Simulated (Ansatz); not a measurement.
This run works on a generated trial structure, not on a known crystal.

Input and command of a plane-wave DFT calculation in Ansatz:

```yaml
crystal:
  lattice:
    - [4.38961953, 0.0, 0.0]
    - [0.0, 4.73502279, 0.0]
    - [0.0, 0.0, 3.77535766]
  atoms:
    - { symbol: Ru, position: [0.75, 0.75, 0.0] }
    - { symbol: Ru, position: [0.25, 0.25, 0.0] }
    - { symbol: Ru, position: [0.25, 0.75, 0.0] }
    - { symbol: Ru, position: [0.75, 0.25, 0.0] }
    - { symbol: C, position: [0.5, 0.0, 0.54896114] }
    - { symbol: C, position: [0.0, 0.5, 0.45103886] }
basis:
  ecutwfc: 420
kpoints:
  mp_grid: { grid: [4, 4, 4] }
hamiltonian:
  xc: pbe
scf:
  occupations: { method: gaussian, width: 0.2 }
  lower_state_search: "off"
output:
  forces: true
  stress: true
  eigenvalues: true
relax:
  adjacent_minimum: "off"
  f_tol: 0.08
  max_steps: 16
  cell: { stress_tol: 0.8 }
```

```bash
ansatz run input.yaml --threads 1 --pin off --max-ram 2560MiB --backend cpu --events-out ev --progress --plain --runs-dir out
```

Processor: Intel(R) Xeon(R) Platinum 8259CL CPU @ 2.50GHz (Skylake/Cascade Lake), 1 thread, on a host shared with other jobs.

How long does it run, and how much memory does it take?

About 96 s, peak memory 0.45 GiB. It solves 44 bands at 27 k points (after reduction by symmetry) with about 1385 plane waves (on the last cell), in 75 SCF iterations over 12 ionic steps.
